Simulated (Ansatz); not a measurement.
# MnHg: changes ranked by their effect on the pressure

```
CELL_PARAMETERS angstrom
3.31500 0.00000 0.00000
0.00000 3.31500 0.00000
0.00000 0.00000 3.31500
ATOMIC_POSITIONS crystal
Mn 0.50000 0.50000 0.50000
Hg 0.00000 0.00000 0.00000
```

Atom numbers follow the list: Mn1, Hg2.

The cell is COD entry 1522376, as deposited and not checked against the literature; nothing was relaxed.

The magnetic state is the one reached from the start moments; no search over orders was made, so it needn't be the ground state.

The calculation used Ansatz 0.2.0, DFT, PBE, all-electron LAPW, scalar-relativistic.

Settings: a Γ-centred 11×11×11 k mesh, Fermi–Dirac smearing of 0.08 eV, basis error target 0.25 meV/atom, spin-polarised from start moments Mn1 4 μB.

Spin–orbit coupling is off unless a change turns it on.

In this reference run the pressure is 0.5 GPa (positive in compression). Each change below is made alone, on the same k mesh, with fractional coordinates held unless an atom is moved; x, y and z are the Cartesian axes.

(1) Order the changes by the shift of the pressure, most negative first.
A. functional lda
B. spin-orbit coupling on
C. volume scaled by 0.98
D. functional pbesol
E. no relativity
F. z strained by +1 % at fixed volume

Results:

(1) A (-10.5 GPa), D (-5.5 GPa), B (-0.9 GPa), F (0.0 GPa), C (+1.5 GPa), E (+9.1 GPa).
